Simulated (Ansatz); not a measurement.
Zn (hcp): a workflow

**What was measured.** A cell as deposited of hexagonal Zn (space group P6_3/mmc), temperature not stated, from the Crystallography Open Database (1963), has a, c = 2.665, 4.947 Å and 15.21 Å³/atom.

Computed with Ansatz (plane waves, PAW, 420 eV cutoff): HSE06, scalar-relativistic, no spin polarisation, 10×10×6 k-mesh, Gaussian smearing of 0.05 eV. The datasets are Ansatz's generated set soft_2.

The first cell, 1 % under the database's volume:

```cif
data_structure
_symmetry_space_group_name_H-M 'P 1'
_symmetry_Int_Tables_number 1
_cell_length_a 2.6600
_cell_length_b 2.6600
_cell_length_c 4.9370
_cell_angle_alpha 90.000
_cell_angle_beta 90.000
_cell_angle_gamma 120.000
_cell_volume 30.25
loop_
_atom_site_label
_atom_site_type_symbol
_atom_site_fract_x
_atom_site_fract_y
_atom_site_fract_z
_atom_site_occupancy
Zn1 Zn 0.33333 0.66667 0.75000 1
Zn2 Zn 0.66667 0.33333 0.25000 1
```

The runs in order:

| run | level | k-mesh | kind | V (Å³/atom) | P (GPa) | E − E(final) (meV/atom) | gap on the mesh (eV) |
| --- | --- | --- | --- | --- | --- | --- | --- |
| 1 | PBE | 8×8×4 | cell and atoms relaxed | 14.84 | 0.0 | – | metal |
| 2 | HSE06 | 10×10×6 | fixed cell | 14.84 | 0.2 | 26.2 | metal |
| 3 | HSE06 | 10×10×6 | shape and atoms relaxed, volume fixed | 14.90 | 1.7 | 1.8 | metal |
| 4 | HSE06 | 10×10×6 | shape and atoms relaxed, volume fixed | 15.64 | -1.8 | 2.4 | metal |
| 5 | HSE06 | 10×10×6 | shape and atoms relaxed, volume fixed | 15.23 | 0.0 | 0.0 | metal |

The volume is at zero pressure for this level.

The final structure (symmetry read at 0.01 Å). The structure is hexagonal, space group P6_3/mmc (No. 194). The conventional cell has a = 2.656 Å, b = 2.656 Å, c = 4.985 Å, α = 90.00°, β = 90.00°, γ = 120.00°. Zn (site symmetry -6m2) has 12 Zn at 2.66 to 2.93 Å as nearest neighbours. (Neighbours are counted to 15 % beyond the shortest distance.)

```csv
atom,site,symmetry,x,y,z
Zn,2d,-6m2,0.3333,0.6667,0.7500
```

- At the final geometry the gap, band path included, is zero (metallic).
- The runs in the table took roughly 22 core-minutes.

**Comparison.** The computed cell (2.656, 4.985 Å, 15.23 Å³/atom) differs from the database's by +0.1 % in volume, about +0.0 % in length. The axes miss by −0.3 %, +0.8 %, so errors cancel in the volume. 

Pressures of hybrids are less tightly converged. For a metal under a hybrid functional this mesh is coarse.
